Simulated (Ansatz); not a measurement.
ZnO:
```
ZnO
1.0
    3.22241     0.00000     0.00000
   -1.61121     2.79069     0.00000
    0.00000     0.00000    10.47055
Zn O
4 4
Direct
  0.00000   0.00000   0.00067
  0.00000   0.00000   0.50067
  0.66667   0.33333   0.75052
  0.33333   0.66667   0.25052
  0.00000   0.00000   0.81210
  0.00000   0.00000   0.31210
  0.66667   0.33333   0.56234
  0.33333   0.66667   0.06234
```

Relaxed with PBEsol.

Decompose the optical modes at the zone centre into irreducible representations, and say which are infrared and Raman allowed.

Point group 6mm: Γ_opt = 3A1 + 4B1 + 3E1 + 4E2. Infrared: A1, E1. Raman: A1, E1, E2.

Assign frequencies (DFPT, PBEsol in the plane-wave PAW code Ansatz; without the LO–TO term).

E2 64, E2 67, E1 86, B1 182, B1 183, A1 254, A1 375, E1 384, E2 401, E2 405, E1 420, A1 535, B1 535, B1 540 cm⁻¹.

Subscripts of B labels follow the axes of the standard setting.

Space group P6_3mc. The cell is a constructed one: a structure type filled with these elements. Its sites differ from those of the usual phase in this space group: another stacking or structure type. The cell was relaxed with PBEsol under the symmetry of its start; its stability against distortions is not shown here.

Potentials: the later of the program's two PAW sets.
